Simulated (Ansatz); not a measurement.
## NaLi₅: rattling a relaxed structure

It was reached by relaxing an invented guess, and it needn't be the stable form of this composition.

Level of theory: DFT PBE, scalar-relativistic, plane waves, PAW (Ansatz 0.2.0). Settings: cutoff 420 eV, Γ-centred mesh 6×6×8 on the computed 6-atom cell, Gaussian smearing of 0.10 eV; no spin polarisation.

The cell below (6 atoms, space group P6/mmm (No. 191)) is relaxed within its symmetry.

```
Na Li
1.0
     5.92177    0.00000    0.00000
    -2.96089    5.12841    0.00000
     0.00000    0.00000    4.93766
Na Li
1 5
Direct
  0.00000 0.00000 0.00000
  0.33333 0.66667 0.00000
  0.66667 0.33333 0.00000
  0.50000 0.00000 0.50000
  0.50000 0.50000 0.50000
  0.00000 0.50000 0.50000
```

For the test a repeat of it with 12 atoms (edges 4.94, 5.92, 10.26 Å) was strained at random (σ = 1.5 % a component), the atoms were moved at random (σ = 0.05 Å), and all was relaxed again on a coarse 4×4×2 mesh (in the run’s order of axes) with 0.20 eV smearing, with no symmetry imposed.

Problem. Is the structure stable against such a distortion?

Solution. It doesn't return. The energy falls by 52 meV/atom on that mesh, the volume changes by -8.2 %, and the end has space group Cmmm (No. 65) at a loose tolerance. Relaxed again on an 8×8×8 mesh with 0.10 eV smearing, the new structure lies 43 meV/atom below the first (mesh in the axes of the run's cell; the cell below is made exact in the group named). Space group Cmmm (No. 65), orthorhombic, a = 4.842 Å, b = 11.801 Å, c = 4.822 Å. Na has 8 Li at 3.17–3.20 Å, 4 Li at 3.42 Å and 2 Li at 3.86 Å; Li on a site of symmetry m2m has 6 Li at 2.99–3.16 Å, 2 Na at 3.17 Å, 4 Li at 3.42 Å and 1 Na at 3.86 Å; Li on a site of symmetry mmm has 8 Li at 3.16–3.20 Å, 4 Na at 3.42 Å and 2 Li at 3.80 Å; Li on a second site of symmetry m2m has 4 Li at 2.96–2.99 Å, 2 Na at 3.20 Å, 2 Li at 3.20 Å, 4 Li at 3.42 Å and 1 Li at 3.80 Å.

```
Na Li
1.0
     2.42119   -5.90046    0.00000
     2.42119    5.90046    0.00000
     0.00000    0.00000    4.82185
Na Li
1 5
Cartesian
  2.4212 0.0000 0.0000
  2.4212 3.8595 0.0000
  2.4212 -3.8595 0.0000
  0.0000 0.0000 2.4109
  2.4212 2.0983 2.4109
  2.4212 -2.0983 2.4109
```
